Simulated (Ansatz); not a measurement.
Nb, first-principles data

Nb:
```cif
data_Nb
_chemical_formula_sum 'Nb1'
_space_group_name_H-M_alt 'P 1'
_space_group_IT_number 1
_cell_length_a 2.94878
_cell_length_b 2.94878
_cell_length_c 2.94878
_cell_angle_alpha 60.000
_cell_angle_beta 60.000
_cell_angle_gamma 60.000
loop_
_space_group_symop_operation_xyz
  'x, y, z'
loop_
_atom_site_label
_atom_site_type_symbol
_atom_site_fract_x
_atom_site_fract_y
_atom_site_fract_z
_atom_site_occupancy
Nb1 Nb 0.00000 0.00000 0.00000 1
```

Space group Fm-3m (No. 225), fcc (Cu type); conventional cell a = b = c = 4.1702 Å, α = β = γ = 90.00°.

Method: PBEsol (plane waves, PAW; program Ansatz). Geometry: relaxed at this level of theory. Other levels are named where they apply.

### Cell and energy

| Property | Result |
|---|---|
| Volume per atom | 18.13 Å³ |
| Density | 8.51 g/cm³ |

### Electronic structure

| Quantity | Value |
|---|---|
| Electronic character | metallic (no gap) |
| Density of states at the Fermi level | 1.5 states/eV per atom (mean over ±0.08 eV) |
| Gap with spin–orbit coupling | none (metallic) |

### Mechanics

| Quantity | Value |
|---|---|
| Bulk modulus (Birch–Murnaghan fit) | 174 GPa |
| Pressure derivative B′ | 3.6 |
| Elastic constants (relaxed ions, GPa) | C11 = -22.8, C12 = 273, C44 = -64.6 |
| Mechanical stability | unstable (C has a negative eigenvalue) |

The workflow started from an entry of the Crystallography Open Database (COD), which files this formula under 2 space groups. It is not the phase usual at ambient conditions (space group No. 229). The PBEsol relaxation kept the symmetry of its start. The run is not spin-polarised. As this level gives no gap, shear constants depend on the k-mesh and smearing (Fermi–Dirac, 0.1 eV here). Scalar-relativistic: spin–orbit coupling is off unless named, which matters more the heavier the elements.

Potentials: the earlier of the program's two PAW sets.
